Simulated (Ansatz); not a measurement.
YN (rock salt, space group No. 225), PBE in the plane-wave PAW code Ansatz. The conduction-band minimum lies at X, with 3 equivalent valleys. Second derivatives d²E/dk² of the lowest band at one valley (eV·Å²), along Cartesian directions:

```tsv
direction	d²E/dk²
[100]	5.901
[010]	69.15
[001]	69.15
[110]	37.58
[101]	37.58
[011]	69.11
```

**Question.** Find the principal effective masses, the density-of-states mass and the conductivity mass.

**Answer.** Off-diagonal terms follow from H_xy = H[110] − (H_xx + H_yy)/2, and m*/mₑ = 7.620 eV·Å² over each eigenvalue: 0.11, 0.11, 1.3. One valley's DOS mass (m₁m₂m₃)^(1/3) = 0.25, conductivity mass 3/(Σ 1/mᵢ) = 0.16 mₑ.

**Question.** What effective density of states Nc follows at 300 K for parabolic valleys?

**Answer.** Nc = 2.509e19 × 3 × (0.25)^(3/2) ≈ 9.4e18 cm⁻³.

Space group Fm-3m (rock salt). The PBE relaxation kept the symmetry of its start. The run is not spin-polarised. Scalar-relativistic: spin–orbit coupling is off unless named, which matters more the heavier the elements.

Potentials: the later of the program's two PAW sets.

Edges and masses are those of Kohn–Sham bands, whose gap is no quasiparticle gap.
